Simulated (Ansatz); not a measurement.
# Calculated coordination and ¹⁷O quadrupole coupling for CsMgPH12O10

Cell: a computed structure from the Materials Project (it need not be an observed phase).

```cif
data_CsMgPH12O10
_symmetry_space_group_name_H-M 'F-43m'
_symmetry_Int_Tables_number 216
_cell_length_a 10.1355
_cell_length_b 10.1355
_cell_length_c 10.1355
_cell_angle_alpha 90.000
_cell_angle_beta 90.000
_cell_angle_gamma 90.000
loop_
_atom_site_label
_atom_site_type_symbol
_atom_site_symmetry_multiplicity
_atom_site_Wyckoff_symbol
_atom_site_fract_x
_atom_site_fract_y
_atom_site_fract_z
Cs Cs 4 c 0.7500 0.2500 0.7500
Mg Mg 4 a 0.0000 0.0000 0.0000
H H 48 h 0.2609 0.5582 0.4418
P P 4 d 0.2500 0.7500 0.2500
O16 O 24 f 0.2055 0.5000 0.5000
O17 O 16 e 0.3391 0.6609 0.3391
```

One atom of each set is listed; the run and its k-mesh use a cell of 25 atoms with edges of 7.17, 7.17, 7.17 Å.

The numbers come from a DFT calculation in Ansatz (PBE, plane waves and PAW, with spin–orbit coupling, 420 eV cutoff, Γ-centred 4×4×4 k-points, Fermi–Dirac smearing 0.02 eV).

Q(¹⁷O) = -25.58 mb.

**Question.** Order the O environments from the weakest to the strongest quadrupole coupling.
A. O17: 1 P at 1.56 Å; also 3 H at 1.67 Å
B. O16: 2 H at 1.01 Å, 1 Mg at 2.08 Å

**Answer.** A (5.41 MHz, η = 0.00), B (7.80 MHz, η = 0.81).

An axis of threefold or higher order runs through O17, so V_zz lies along it and η is zero. Like point charges on the first shell alone (each adding as 1/d³) would give the same order.
